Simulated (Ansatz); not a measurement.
**Does relaxation matter for the field gradients of Sb₂Pt?**

Start: a structure deposited in the COD, taken as it stands.

Space group Pa-3 (No. 205); a = 6.4200 Å.

| site | Wyckoff | site symmetry | x | y | z |
| --- | --- | --- | --- | --- | --- |
| Sb | 8c | .3. | 0.3800 | 0.3800 | 0.3800 |
| Pt | 4a | .-3. | 0.0000 | 0.0000 | 0.0000 |

One atom of each set is listed.

Computed with Ansatz: DFT, PBE, plane waves and PAW, scalar-relativistic, 420 eV cutoff, Γ-centred 5×5×5 k-points, Fermi–Dirac smearing 0.05 eV.

The largest force at the start is 1.2 eV/Å. Relaxing the ions at fixed cell moves them by 0.063 Å at most (atom 5, Sb) and 0.051 Å rms.

| site | moved (Å) | first shell before | first shell after | V_zz before (10²¹ V/m²) | η before |
| --- | --- | --- | --- | --- | --- |
| Sb | 0.063 | 1 Sb at 2.67 Å, 3 Pt at 2.67 Å | 3 Pt at 2.66 Å, 1 Sb at 2.79 Å | 3.71 | 0.00 |
| Pt | 0.000 | 6 Sb at 2.67 Å | 6 Sb at 2.66 Å | -6.88 | 0.00 |

Question: How do the gradients change?

Answer: 

| site | V_zz after | η after | change of V_zz |
| --- | --- | --- | --- |
| Sb | 6.70 | 0.00 | +2.99 |
| Pt | -7.09 | 0.00 | -0.21 |

The largest change of V_zz is on Sb, from 3.71 to 6.70. In per cent, |V_zz| changes by +81 on Sb, +3 on Pt (all sites that start above 2). The electronic state changes along with the positions (the gap closes), so the changes aren't those of geometry alone.

Spin–orbit coupling is left out, which shifts gradients on Pt by a few per cent in wide-gap crystals, and can shift them far more where the calculated gap is small or absent, as here. With these PAW files V_zz is typically within 2 to 3 % of all-electron values, but misses above 10 % occur on Sb.
Before: At this cell the PBE pressure is 8 GPa, so with PBE the cell would grow if it were relaxed. With a gap of 0.20 eV under a smearing of 0.05 eV the band edges are partly filled, so small gradients can hang on the smearing and the k-mesh.
After: At this cell the PBE pressure is 7 GPa, so with PBE the cell would grow if it were relaxed. With no gap above 0.1 eV, as in a metal, the gradients converge slowly in k; expect changes of a tenth or more on a denser mesh.
